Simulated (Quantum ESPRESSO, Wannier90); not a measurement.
# ZnCd₃S₄ (P-43m): Wannier90 run

```yaml
crystal:
  lattice:
    - [5.75955, 0.00000, 0.00000]
    - [0.00000, 5.75955, 0.00000]
    - [0.00000, 0.00000, 5.75955]
  atoms:
    - { symbol: Zn, position: [0.00000, 0.00000, 0.00000] }
    - { symbol: Cd, position: [0.00000, 0.50000, 0.50000] }
    - { symbol: Cd, position: [0.50000, 0.00000, 0.50000] }
    - { symbol: Cd, position: [0.50000, 0.50000, 0.00000] }
    - { symbol: S, position: [0.76361, 0.76361, 0.23639] }
    - { symbol: S, position: [0.76361, 0.23639, 0.76361] }
    - { symbol: S, position: [0.23639, 0.23639, 0.23639] }
    - { symbol: S, position: [0.23639, 0.76361, 0.76361] }
```

Cell from Materials Project (mp-1078780), symmetrised, no further relaxation. Not found in the COD (Crystallography Open Database) copy used; not checked further. Computed values, not measurements, from PBEsol: Quantum ESPRESSO (norm-conserving PseudoDojo potentials, cutoff 82 Ry, no spin polarisation, no spin-orbit coupling) on a Γ-centred 4×4×4 mesh, then Wannier90. Density: 6×6×6 mesh, cold smearing 0.01 Ry.

postw90 (berry_task = kubo; independent particles, width 0.1 eV, no gap correction, excitons or local fields) prints σ_xx for one spin direction:

| ħω (eV) | Re σ (S/cm) | Im σ (S/cm) |
|---|---|---|
| 0.10 | 0 | -34 |
| 2.15 | 246 | -799 |
| 5.55 | 4100 | -1080 |

Task: Work out the dielectric function, refractive index, reflectivity and absorption coefficient at these energies.

Result: ε = 1 + iσ/(ε0 ω), so ε₂ = Re σ/(ε0 ω) and ε₁ = 1 − Im σ/(ε0 ω); ε0 ω = 134.5 S/cm × ħω in eV, and σ is doubled for both spins.
- 0.10 eV: ε₁ = 6.1, ε₂ = 0.0; n + ik = √ε = 2.46 + 0.00i; R = 18 %
- 2.15 eV: ε₁ = 6.5, ε₂ = 1.7; n + ik = √ε = 2.58 + 0.33i; R = 20 %; α = 2ωk/c = 72000 cm⁻¹
- 5.55 eV: ε₁ = 3.9, ε₂ = 11.0; n + ik = √ε = 2.79 + 1.97i; R = 39 %; α = 2ωk/c = 1100000 cm⁻¹
The model holds its own bands alone, so ε₁ lacks the part of higher transitions, and near sharp peaks it hangs on the broadening.
